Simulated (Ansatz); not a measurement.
C (graphite type, space group P6_3/mmc)

```
CELL_PARAMETERS angstrom
      2.46498     0.00000     0.00000
     -1.23249     2.13473     0.00000
      0.00000     0.00000     6.72886
ATOMIC_POSITIONS crystal
  C  0.00000 0.00000 0.25000
  C  0.00000 0.00000 0.75000
  C  0.33333 0.66667 0.25000
  C  0.66667 0.33333 0.75000
```

In each cell atom 1 (C, nearest neighbour C at 1.423 Å; its periodic images, 2.5 Å or more away, move with it) moves by s·(1.000, 0.000, 0.000) (along Cartesian x), the rest being held.

Calculation: PBE-D3(BJ) (plane waves to 420 eV, PAW, scalar-relativistic; Ansatz, an electronic-structure program). k mesh 12×12×4 (Γ-centred), Fermi-Dirac smearing 0.05 eV. Energies are smeared free energies. With partly filled bands, energies and forces of such displacements shift with the k mesh and the smearing. C was relaxed with its symmetry unable to fall. The PAW data are Ansatz's earlier set. The zero of ΔE is the undisplaced structure. The last digit holds for this mesh only.

```
s (Å)   ΔE (meV/cell)
------  -------------
-0.280         2049.6
-0.224         1332.3
-0.168       withheld
-0.112          335.6
-0.056           82.6
0.000             0.0
0.056            82.6
0.112           335.6
0.168        withheld
0.224          1332.3
0.280          2049.6
```

Q: Fit an even polynomial form (powers 2, 4, 6) to the given rows and predict ΔE at s = -0.168.

A: Least squares on the 9 given rows: ΔE = (26680)·s² + (5119)·s⁴ + (-153000)·s⁶, in meV/cell with s in Å; root-mean-square residual 0.57 meV/cell. At -0.168 the fit gives 753.7 meV/cell; the calculation gives 759.6 meV/cell, so the interpolation is off by -5.9 (-0.8 %). The quadratic term alone would give 753.0 meV/cell.

(For displaced atoms, the force is minus the slope of the energy, and its curvature is a force constant, which sets phonon frequencies.)
